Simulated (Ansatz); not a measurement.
PbI₂:
```
PbI2
1.0
    4.46951     0.00000     0.00000
   -2.23476     3.87071     0.00000
    0.00000     0.00000     6.78453
Pb I
1 2
Direct
  0.00000   0.00000   0.00000
  0.33333   0.66667   0.27454
  0.66667   0.33333   0.72546
```

Relaxed with LDA.

### Question
Give the Bader charges and basin volumes of the independent atoms, DFT-LDA in the program Ansatz with PAW potentials.

### Answer


```json
[
 {"atom": "Pb1", "Bader charge (e)": "+0.84", "Bader volume (Å³)": "26.5"},
 {"atom": "I2", "Bader charge (e)": "-0.42", "Bader volume (Å³)": "45.4"}
]
```

Space group P-3m1 (CdI2 type). The LDA relaxation kept the symmetry of its start. A crystal of weakly bound layers computed without a dispersion correction: the cell and the soft elastic constants depend strongly on that. Scalar-relativistic: spin–orbit coupling is off unless named, which matters more the heavier the elements.

Potentials: the later of the program's two PAW sets.
